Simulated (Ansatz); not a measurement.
# One input, then a changed one: ScCu

First run: DFT, PBEsol, all-electron LAPW, scalar-relativistic (Ansatz 0.2.0).

Command: `ansatz run input.yaml --threads 1 --pin off --max-ram 2048MiB --backend cpu --events-out ev --progress --plain --runs-dir out` It took 20 s on 1 thread of Arm Neoverse V1 (shared host), peak memory 0.35 GiB.

```yaml
crystal:
  lattice:
    - [2.8910154297, 0.0, 0.0]
    - [0.0, 2.8910154297, 0.0]
    - [0.0, 0.0, 2.8910154297]
  atoms:
    - { symbol: Sc, position: [0.5, 0.5, 0.5] }
    - { symbol: Cu, position: [0.0, 0.0, 0.0] }
kpoints:
  mp_grid: { grid: [11, 11, 11] }
  band_path:
    path:
      - [0.0, 0.0, 0.0]
      - [0.0, 0.5, 0.0]
      - [0.5, 0.5, 0.0]
      - [0.0, 0.0, 0.0]
      - [0.5, 0.5, 0.5]
      - [0.0, 0.5, 0.0]
      - [0.5, 0.5, 0.5]
      - [0.5, 0.5, 0.0]
    npoints: 6
scf:
  occupations: { method: fermi_dirac, width: 0.05 }
hamiltonian:
  xc: pbesol
  pseudopotentials: { kind: all_electron, lapw: { basis_error: 0.001 } }
output:
  forces: true
  stress: true
  eigenvalues: true
  populations: true
```

The base volume is that of a database entry, so it needn't be at zero pressure; the structure needn't be the stable phase, at rest or compressed.

This run: volume at 0.7 of the series' base cell.

It converges in 10 SCF iterations at a pressure of 58.1 GPa.

The input is then changed:

```diff
 kpoints:
-  mp_grid: { grid: [11, 11, 11] }
+  mp_grid: { grid: [6, 6, 6], shift: [0.5, 0.5, 0.5] }
   band_path:
   pseudopotentials: { kind: all_electron, lapw: { basis_error: 0.001 } }
+  hubbard: { sites: [{ species: Sc, l: d, u_eff: 3.0 }], double_counting: fll }
 output:
```

Question: What does the second run give?

Answer: It converges in 10 SCF iterations at a pressure of 65.4 GPa. More than one line changes, and not each need have an effect. Some of the changed settings are coarser than converged work would use. Results part of its log:
```
SCF 1 converged in 10 iterations: F = -65765.704638 eV  dr2 = 3.18e-9
NSCF: frozen V_eff on 43 k-points
SCF converged after 10 iterations
Free energy (F): -65765.704638 eV
Harris-Foulkes:  -65765.704638 eV  (|F-HF|=4.35e-8)
Internal energy: -65765.695732 eV  (E = F + TS)
E sigma→0 (E₀):  -65765.700185 eV
Entropy (-TS):   -0.008906 eV (-4.453 meV/atom)
Fermi energy:    19.878377 eV
--- Per-component energies (eV) ---
  E_band       = -2563.436139
  E_kinetic    = 66742.768326
  E_xc         = -2847.953814
  E_hubbard    = 2.551545  (on-site DFT+U / exact-exchange correction)
  E_vhub       = 1.658467  (the Hubbard potential's part of the band-sum identity)
  E_electrostatic = -129663.061788  (all electrons and nuclei)
  E_smearing   = -0.008906  (= −TS)
  E_closure    = 0.000000  (closes the sum)
  E_atoms      = -65759.766824  (free atoms, spherical and without spin; not in F)
  Σ components = -65765.704638   (vs F -65765.704638, Δ=0.00e0)
  Basis errors (estimates in eV, not in F): energy 2.0e-4 per atom: plane waves 1.6e-4 (8.2e-5 summed), levels above the bands 1.2e-51, relativity 9.3e-9, radial functions 3.9e-5, core shells 9.6e-7; eigenvalues (radial functions only) 1.3e-6; not estimated: angular momenta, meshes, grids; target (lapw.basis_error) 1.0e-3; muffin-tin radii Sc 1.232 Å, Cu 1.272 Å
--- Forces (eV/Å), atoms counted from 1 ---
  atom   1  Sc    -0.00000000     0.00000000    -0.00000000
  atom   2  Cu    -0.00000000    -0.00000000    -0.00000000
  max |Σ_I F_I| component: 3.75e-30 eV/Å
--- Stress (GPa, compression-positive) ---
       65.443329       0.000000       0.000000
        0.000000      65.443329       0.000000
        0.000000       0.000000      65.443329
  P = ⅓ Tr σ = 65.4433 GPa (654.433 kbar)
--- Band table (eV; the first three rows and the last of 10) ---
  k-point 0: bands = ["-362.1093", "-362.1093", "-362.1093", "-94.1570", "-51.6704", "-51.6703", "-51.6703", "-29.7183", "-8.2492", "-8.2288", "-8.2288", "11.2515", "14.1386", "14.1386", "15.4581", "15.4581", "15.5609", "20.6585", "20.6585", "23.1907", "23.7783", "23.7783"]
  k-point 1: bands = ["-362.1093", "-362.1093", "-362.1093", "-94.1558", "-51.6754", "-51.6697", "-51.6694", "-29.6691", "-8.5749", "-8.2092", "-8.2019", "12.3868", "14.3691", "14.5633", "15.3738", "15.3861", "15.5860", "20.2991", "20.5113", "22.1785", "22.2756", "23.8441"]
  k-point 2: bands = ["-362.1093", "-362.1093", "-362.1093", "-94.1545", "-51.6801", "-51.6691", "-51.6686", "-29.6038", "-8.9064", "-8.1781", "-8.1751", "13.9535", "14.6244", "14.9808", "15.3195", "15.5562", "15.7533", "18.1379", "20.3569", "21.2371", "21.8001", "23.8613"]
  k-point 9: bands = ["-362.1093", "-362.1093", "-362.1093", "-94.1529", "-51.6776", "-51.6771", "-51.6771", "-29.4796", "-8.7074", "-8.7017", "-8.7017", "14.7767", "14.9261", "14.9261", "15.7932", "15.7932", "16.7998", "17.8064", "17.8064", "24.9481", "24.9481", "25.4156"]
Occupation matrices written to <dir>
--- Löwdin populations: 2 sites ---
  site symbol       q [e]
     0     Sc     21.1404
     1     Cu     28.5837
  spilling = 0.005518 (of n_electrons = 50.000000)
```
